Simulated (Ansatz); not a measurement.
**YbCoCu4, a known structure type with other elements, at an estimated volume**

```
Cu Co Yb
1.0
     0.00000    3.39373    3.39373
     3.39373    0.00000    3.39373
     3.39373    3.39373    0.00000
Cu Co Yb
4 1 1
Cartesian
  4.2449 4.2449 4.2449
  4.2449 2.5426 2.5426
  2.5426 2.5426 4.2449
  2.5426 4.2449 2.5426
  0.0000 0.0000 0.0000
  1.6969 1.6969 1.6969
```

Single point in Ansatz 0.2.0 with PBE, no spin polarisation. Cutoff 420 eV, PAW datasets, 6×6×6 Γ-centred k mesh, methfessel-paxton filling (width 0.0176 eV).

(1) Is it stable against the elements?

(2) Where is the largest force?

(3) What does the stress say?

(4) Is there a gap?

Origin: a known structure type with other elements, at an estimated volume, so it need not be a known compound. Caveats: no spin polarisation, so a magnetic state may lie lower; f levels without a U or exact exchange are poorly placed.

Answers

(1) 0.11 eV an atom against the elements' usual phases (free molecules for gases, crystals otherwise, with no correction for O₂ or N₂), so at this geometry it isn't bound against them. Relaxing would lower it.

(2) The largest is on Cu1 (and as large on other atoms): 0.22 eV/Å, components (0.13, 0.13, 0.13). It makes 35° with the line to a nearest neighbour, Cu2 at 2.39 Å, pointing towards it.

(3) The pressure is 11.5 GPa (compression positive), so with the atoms held at these fractions the cell would first expand.

(4) It is a metal, with about 9.4 states/eV a cell as the mean within 0.25 eV of the Fermi level, mostly Yb f (47 %) and Co d (37 %).
